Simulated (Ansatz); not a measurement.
The relaxed structure here is a generated cell of Cu: the first start was made by a random draw of sites in a space group, and the end was not matched to a known phase here, so it may be hypothetical. Known forms of Cu include space group No. 225.

A relaxed structure of Cu. Calculation: PBE (plane waves to 420 eV, PAW, scalar-relativistic; Ansatz, a quantum-chemistry and plane-wave program).

```cif
data_Cu
_chemical_formula_sum 'Cu1'
_space_group_name_H-M_alt 'P 1'
_space_group_IT_number 1
_cell_length_a 2.40598
_cell_length_b 2.40598
_cell_length_c 2.40598
_cell_angle_alpha 90.000
_cell_angle_beta 90.000
_cell_angle_gamma 90.000
loop_
_space_group_symop_operation_xyz
  'x, y, z'
loop_
_atom_site_label
_atom_site_type_symbol
_atom_site_fract_x
_atom_site_fract_y
_atom_site_fract_z
_atom_site_occupancy
Cu1 Cu 0.50000 0.50000 0.50000 1
```

Q: Determine the symmetry and give the standard cell with its independent sites.

A: Space group Pm-3m (No. 221); a = 2.406 Å, b = 2.406 Å, c = 2.406 Å, α = 90.00°, β = 90.00°, γ = 90.00°

| atom | site | symmetry | x | y | z |
|---|---|---|---|---|---|
| Cu | 1b | m-3m | 0.5000 | 0.5000 | 0.5000 |

This is the AFLOW prototype A_cP1_221_a (A_h).

Q: Give the shortest distances between elements (the closest pairs, up to four, under 3.6 Å).

A: Cu–Cu 2.41 Å.

Volume per atom: 13.93 Å³
Band gap: zero (metallic)

No spin polarisation in the result.

The run could not lose the symmetry of its start, so the end can be a saddle point.
